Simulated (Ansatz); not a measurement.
A distorted cell of Pd (fcc, Cu type):

```xyz
2
Lattice="0.0000 3.9084 3.9084 1.9542 1.9542 3.9084 1.9542 1.9542 0.0000" Properties=species:S:1:pos:R:3 pbc="T T T"
Pd     0.0000     0.1800     0.0000
Pd     1.9542     3.7284     1.9542
```

Method: r2SCAN (plane waves to 500 eV, PAW, scalar-relativistic; Ansatz, a program for electronic structure). k mesh 20×20×20 (Γ-centred), Fermi-Dirac smearing 0.05 eV. Compression counts positive. With partly filled bands, energies and forces of such displacements shift with the k mesh and the smearing. Pd is run without spin polarisation. Pd was relaxed with its symmetry unable to fall.

**Question.** Predict the force on every atom, in eV/Å.

**Answer.** 
```
atom     Fx      Fy     Fz
----  -----  ------  -----
Pd1   0.000  -1.619  0.000
Pd2   0.000   1.619  0.000
```

**Question.** Give the stress tensor in GPa and the pressure.

**Answer.** 
```
    0.5      0.0      0.0
    0.0      6.7      0.0
    0.0      0.0     11.3
```
The pressure, a third of the trace, is 6.1 GPa.

(A displaced cell: forces are minus the slopes of the energy, force constants its curvatures, and phonons follow from these.)
